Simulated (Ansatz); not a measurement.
SnSe:
```yaml
crystal:
  lattice:
    - [11.33261, 0.00000, 0.00000]
    - [0.00000, 4.11732, 0.00000]
    - [0.00000, 0.00000, 4.31292]
  atoms:
    - { symbol: Sn, position: [0.61772, 0.75000, 0.40583] }
    - { symbol: Sn, position: [0.38228, 0.25000, 0.59417] }
    - { symbol: Sn, position: [0.88228, 0.25000, 0.90583] }
    - { symbol: Sn, position: [0.11772, 0.75000, 0.09417] }
    - { symbol: Se, position: [0.14234, 0.25000, 0.52416] }
    - { symbol: Se, position: [0.85766, 0.75000, 0.47584] }
    - { symbol: Se, position: [0.35766, 0.75000, 0.02416] }
    - { symbol: Se, position: [0.64234, 0.25000, 0.97584] }
```

Relaxed with LDA. Special points in fractions of this cell's reciprocal vectors: Γ (0.000, 0.000, 0.000); X (0.500, 0.000, 0.000); S (0.500, 0.500, 0.000); Y (0.000, 0.500, 0.000); Z (0.000, 0.000, 0.500); U (0.500, 0.000, 0.500); R (0.500, 0.500, 0.500); T (0.000, 0.500, 0.500).

Question: List the band energies nearest the valence-band maximum at these points for plane-wave PAW LDA (Ansatz code).

Answer: In eV from the valence-band maximum; about four levels below and three above (degenerate sets whole), none deeper than 8.9 eV; points with the same levels are listed once.

```tsv
k	below	above
Γ	-1.77 -1.43 -0.84 -0.70	0.38 2.90 2.99
X	-2.09 -2.09 -0.69 -0.69	2.48 2.48 2.64 2.64
S	-1.03 -1.03 -1.03 -1.03	1.32 1.32 1.32 1.32
Y	-1.12 -1.12 -0.72 -0.72	0.76 0.76 1.33 1.33
Z	-0.91 -0.91 -0.36 -0.36	1.09 1.09 1.27 1.27
U	-0.54 -0.54 -0.28 -0.28	0.99 0.99 1.33 1.33
R	-1.75 -1.75 -1.75 -1.75	2.28 2.28 2.28 2.28
T	-2.57 -2.57 -1.66 -1.66	2.51 2.51 2.98 2.98
```

Space group Pnma. The cell was relaxed with LDA under the symmetry of its start. A crystal of weakly bound layers computed without a dispersion correction: the cell and the soft elastic constants depend strongly on that. Spin–orbit coupling is left out wherever it is not named.

Potentials: the earlier of the program's two PAW sets. The files were generated under PBE; for other functionals the program regenerates the frozen cores, and for LDA and PBEsol the local potential too.
